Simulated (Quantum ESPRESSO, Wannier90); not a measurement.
Wannier functions of MgS (zinc blende)

Structure: Materials Project mp-13032, symmetrised, not relaxed again. Not found in the COD (Crystallography Open Database) copy used, which has the formula in other groups; not checked further. Method: PBEsol plane waves in Quantum ESPRESSO 7.5 (PseudoDojo norm-conserving files, 68 Ry, no spin polarisation, no spin-orbit coupling), Bloch states on a 10×10×10 mesh through Γ, Wannier90 4.0.1. Density: 10×10×10 mesh, cold smearing 0.01 Ry.

On the energy scale of pw.x, whose zero is arbitrary, the valence-band maximum lies at 3.03 eV.

Input w.win:

```
num_bands = 1
num_wann = 1
exclude_bands = 1-4,6-19
num_iter = 1000
conv_tol = 1.0e-6
conv_window = 4
write_hr = true
write_u_matrices = true
auto_projections = true
begin unit_cell_cart
ang
    0.0000000000    2.8331200000    2.8331200000
    2.8331200000    0.0000000000    2.8331200000
    2.8331200000    2.8331200000    0.0000000000
end unit_cell_cart
begin atoms_frac
Mg   0.0000000000  0.0000000000  0.0000000000
S    0.2500000000  0.2500000000  0.2500000000
end atoms_frac
mp_grid = 10 10 10
begin kpoints
0.0000000000 0.0000000000 0.0000000000
0.0000000000 0.0000000000 0.1000000000
0.0000000000 0.0000000000 0.2000000000
... (997 more lines: the 10x10x10 mesh through Gamma)
end kpoints
```

Input of pw2wannier90.x that gives the overlap and projection files (equivalent; here they were cut from one run over all bands):

```
&inputpp
  outdir = './out'
  prefix = 'pwscf'
  seedname = 'w'
  write_amn = .true.
  write_mmn = .true.
  atom_proj = .true.
  atom_proj_exclude = 1 2 3 4 5 7 8 9
/
```

Output w.wout (banner and timings cut):

```
                                    ------
                                    SYSTEM
                                    ------

                              Lattice Vectors (Ang)
                    a_1     0.000000   2.833120   2.833120
                    a_2     2.833120   0.000000   2.833120
                    a_3     2.833120   2.833120   0.000000

                   Unit Cell Volume:      45.48047  (Ang^3)

                        Reciprocal-Space Vectors (Ang^-1)
                    b_1    -1.108881   1.108881   1.108881
                    b_2     1.108881  -1.108881   1.108881
                    b_3     1.108881   1.108881  -1.108881

 *----------------------------------------------------------------------------*
 |   Site       Fractional Coordinate          Cartesian Coordinate (Ang)     |
 +----------------------------------------------------------------------------+
 | mg   1   0.00000   0.00000   0.00000   |    0.00000   0.00000   0.00000    |
 | s    1   0.25000   0.25000   0.25000   |    1.41656   1.41656   1.41656    |
 *----------------------------------------------------------------------------*
                                ------------
                                K-POINT GRID
                                ------------

             Grid size = 10 x 10 x 10      Total points = 1000

 *---------------------------------- MAIN ------------------------------------*
 |  Number of Wannier Functions               :                 1             |
 |  Number of Objective Wannier Functions     :                 1             |
 |  Number of input Bloch states              :                 1             |
 |  Output verbosity (1=low, 5=high)          :                 1             |
 |  Timing Level (1=low, 5=high)              :                 1             |
 |  Optimisation (0=memory, 3=speed)          :                 3             |
 |  Length Unit                               :               Ang             |
 |  Post-processing setup (write *.nnkp)      :                 F             |
 |  Using Gamma-only branch of algorithms     :                 F             |
 *----------------------------------------------------------------------------*
 *------------------------------- WANNIERISE ---------------------------------*
 |  Total number of iterations                :              1000             |
 |  Number of CG steps before reset           :                 5             |
 |  Trial step length for line search         :             2.000             |
 |  Convergence tolerence                     :         0.100E-05             |
 |  Convergence window                        :                 4             |
 |  Iterations between writing output         :                 1             |
 |  Iterations between backing up to disk     :               100             |
 |  Write r^2_nm to file                      :                 F             |
 |  Write xyz WF centres to file              :                 F             |
 |  Write on-site energies <0n|H|0n> to file  :                 F             |
 |  Use guiding centre to control phases      :                 F             |
 |  Use phases for initial projections        :                 F             |
 *----------------------------------------------------------------------------*
 *-------------------------------- PLOTTING ----------------------------------*
 |  Plotting Hamiltonian in WF basis          :                 T             |
 *----------------------------------------------------------------------------*

 *---------------------------------- K-MESH ----------------------------------*
 +----------------------------------------------------------------------------+
 |                    Distance to Nearest-Neighbour Shells                    |
 |                    ------------------------------------                    |
 |          Shell             Distance (Ang^-1)          Multiplicity         |
 |          -----             -----------------          ------------         |
 |             1                   0.192064                      8            |
 |             2                   0.221776                      6            |
 |             3                   0.313639                     12            |
 |             4                   0.367774                     24            |
 |             5                   0.384128                      8            |
 |             6                   0.443552                      6            |
 |             7                   0.483350                     24            |
 |             8                   0.495907                     24            |
       ... (lines left out)
 +----------------------------------------------------------------------------+
 | The b-vectors are chosen automatically                                     |
 | The following shells are used:                       1                     |
 +----------------------------------------------------------------------------+
 |                        Shell   # Nearest-Neighbours                        |
 |                        -----   --------------------                        |
 |                          1               8                                 |
 +----------------------------------------------------------------------------+
 | Completeness relation is fully satisfied [Eq. (B1), PRB 56, 12847 (1997)]  |
 +----------------------------------------------------------------------------+
 |                  b_k Vectors (Ang^-1) and Weights (Ang^2)                  |
 |                  ----------------------------------------                  |
 |            No.         b_k(x)      b_k(y)      b_k(z)        w_b           |
 |            ---        --------------------------------     --------        |
 |             1         0.110888    0.110888   -0.110888    10.165768        |
 |             2         0.110888   -0.110888    0.110888    10.165768        |
 |             3        -0.110888    0.110888    0.110888    10.165768        |
 |             4         0.110888    0.110888    0.110888    10.165768        |
 |             5        -0.110888   -0.110888    0.110888    10.165768        |
 |             6        -0.110888    0.110888   -0.110888    10.165768        |
 |             7         0.110888   -0.110888   -0.110888    10.165768        |
 |             8        -0.110888   -0.110888   -0.110888    10.165768        |
 +----------------------------------------------------------------------------+
 |                           b_k Directions (Ang^-1)                          |
 |                           -----------------------                          |
 |            No.           x           y           z                         |
 |            ---        --------------------------------                     |
 |             1         0.110888    0.110888   -0.110888                     |
 |             2         0.110888   -0.110888    0.110888                     |
 |             3        -0.110888    0.110888    0.110888                     |
 |             4         0.110888    0.110888    0.110888                     |
 +----------------------------------------------------------------------------+

 Starting a new Wannier90 calculation ...

 Reading overlaps from w.mmn

 Reading projections from w.amn

 *------------------------------- WANNIERISE ---------------------------------*
 +--------------------------------------------------------------------+<-- CONV
 | Iter  Delta Spread     RMS Gradient      Spread (Ang^2)            |<-- CONV
 +--------------------------------------------------------------------+<-- CONV

 ------------------------------------------------------------------------------
 Initial State
  WF centre and spread    1  (  1.416560,  1.416560,  1.416560 )     1.11698825
  Sum of centres and spreads (  1.416560,  1.416560,  1.416560 )     1.11698825

      0     0.112E+01     0.0000000000        1.1169882509  <-- CONV
        O_D=      0.0000760 O_OD=      0.0000000 O_TOT=      1.1169883 <-- SPRD
 ------------------------------------------------------------------------------
      1    -0.306E-06     0.0002327922        1.1169879446  <-- CONV
        O_D=      0.0000757 O_OD=      0.0000000 O_TOT=      1.1169879 <-- SPRD
      2    -0.196E-08     0.0000260246        1.1169879426  <-- CONV
        O_D=      0.0000757 O_OD=      0.0000000 O_TOT=      1.1169879 <-- SPRD
      3    -0.844E-13     0.0000035713        1.1169879426  <-- CONV
        O_D=      0.0000757 O_OD=      0.0000000 O_TOT=      1.1169879 <-- SPRD
      4    -0.162E-12     0.0000035666        1.1169879426  <-- CONV
        O_D=      0.0000757 O_OD=      0.0000000 O_TOT=      1.1169879 <-- SPRD
             <<<     Delta < 1.000E-06  over  4 iterations     >>>
             <<< Wannierisation convergence criteria satisfied >>>
 Final State
  WF centre and spread    1  (  1.416560,  1.416560,  1.416560 )     1.11698794
  Sum of centres and spreads (  1.416560,  1.416560,  1.416560 )     1.11698794

         Spreads (Ang^2)       Omega I      =     1.116912289
        ================       Omega D      =     0.000075654
                               Omega OD     =     0.000000000
    Final Spread (Ang^2)       Omega Total  =     1.116987943
```
